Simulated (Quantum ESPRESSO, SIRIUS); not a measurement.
## One calculation of HPbNO4, 7 ways

```
H Pb N O
1.0
     3.85404    0.14384    0.09012
    -0.25320    5.52698    0.16471
    -0.48197   -1.92720    5.72025
H Pb N O
1 1 1 4
Direct
  0.10913 0.65718 0.54463
  0.61029 0.52127 0.15100
  0.91580 0.96263 0.95867
  0.01384 0.13639 0.88084
  0.72398 0.01057 0.12858
  0.00389 0.73732 0.87043
  0.11927 0.59324 0.37651
```

The cell comes from a database or a generator and needn't be the stable form of this composition.

Alike in all runs: task single point; functional PBE; k mesh 3 × 2 × 2; occupations fermi-dirac, width 0.05 eV; no spin polarisation; no spin-orbit coupling. Pressure is positive in compression and, in plane waves, holds the error of the finite cutoff.

```tsv
program and potentials	plane-wave cutoff (eV)	notes	pressure (GPa)	largest force (eV/Å)
SIRIUS, JTH 2.0 PBE (PAW)	871	6.29 valence electrons an atom on average	-0.25	0.136
SIRIUS, GBRV 1.5 PBE (ultrasoft)	557	6.29 valence electrons an atom on average	0.35	0.482
SIRIUS, PseudoDojo 0.4.1 PBE standard (scalar relativistic)	1152	6.29 valence electrons an atom on average	0.06	0.196
SIRIUS, SSSP 1.3.0 PBE efficiency	828	6.29 valence electrons an atom on average	-0.11	0.072
SIRIUS, PseudoDojo 0.4 PBE stringent (scalar relativistic)	1254	7.43 valence electrons an atom on average	0.08	0.132
SIRIUS, SPMS 1.0 PBE (norm-conserving)	1152	6.29 valence electrons an atom on average	-0.08	0.168
Quantum ESPRESSO, SG15 PBE 1.2	1197	6.29 valence electrons an atom on average	0.20	0.123
```

Force on atom 5 (O), eV/Å:

```
                                     program and potentials       x       y       z
                                  SIRIUS, JTH 2.0 PBE (PAW)   0.093   0.006  -0.099
                           SIRIUS, GBRV 1.5 PBE (ultrasoft)  -0.026  -0.006   0.040
SIRIUS, PseudoDojo 0.4.1 PBE standard (scalar relativistic)   0.036   0.002  -0.037
                          SIRIUS, SSSP 1.3.0 PBE efficiency   0.052   0.003  -0.050
 SIRIUS, PseudoDojo 0.4 PBE stringent (scalar relativistic)  -0.006  -0.004   0.014
                     SIRIUS, SPMS 1.0 PBE (norm-conserving)   0.029   0.001  -0.034
                             Quantum ESPRESSO, SG15 PBE 1.2  -0.018  -0.013   0.011
```

The pressure spans -0.25 (SIRIUS, JTH 2.0 PBE (PAW)) to 0.35 GPa (SIRIUS, GBRV 1.5 PBE (ultrasoft)). The k mesh is coarse, so the values compare programs but aren't converged.

Differences between rows come from potentials, basis sets and numerical settings, since the functional is the same but for its coding. Runs on potential files found faulty are left out.
